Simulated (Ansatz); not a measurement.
The relaxed structure here is a generated cell of WSe2: the first start was made by placing the elements on the sites of a structure type, and the end was not matched to a known phase here, so it may be hypothetical. Known forms of WSe2 include space group No. 194.

One starting cell of WSe2 (a generated cell, WSe2 built in the marcasite structure type) was relaxed twice with Ansatz (plane waves, PAW, scalar-relativistic): with r2SCAN at 500 eV and with PBE at 420 eV. The r2SCAN result:

```
CELL_PARAMETERS angstrom
      5.62701     0.00000     0.00000
      0.00000     6.32102     0.00000
      0.00000     0.00000     3.31344
ATOMIC_POSITIONS crystal
  W  0.50000 0.50000 0.50000
  W  0.00000 0.00000 0.00000
  Se 0.70498 0.85222 0.50000
  Se 0.20498 0.64778 0.00000
  Se 0.79502 0.35222 0.00000
  Se 0.29502 0.14778 0.50000
```

| quantity | r2SCAN | PBE |
|---|---|---|
| space group | Pnnm | Pnnm |
| volume (Å³/atom) | 19.64 | 19.84 |
| a (Å) | 5.627 | 5.662 |
| b (Å) | 6.321 | 6.366 |
| c (Å) | 3.313 | 3.303 |
| gap (eV, no spin-orbit coupling) | 0.00 | 0.00 |

Both levels end in the same structure; PBE's volume is 1.0 % larger. Neither column is exact.

No spin polarisation in the result.

The run could not lose the symmetry of its start; a randomly shaken copy of 12 atoms returns to this structure.

Ansatz is a quantum-chemistry and plane-wave program.
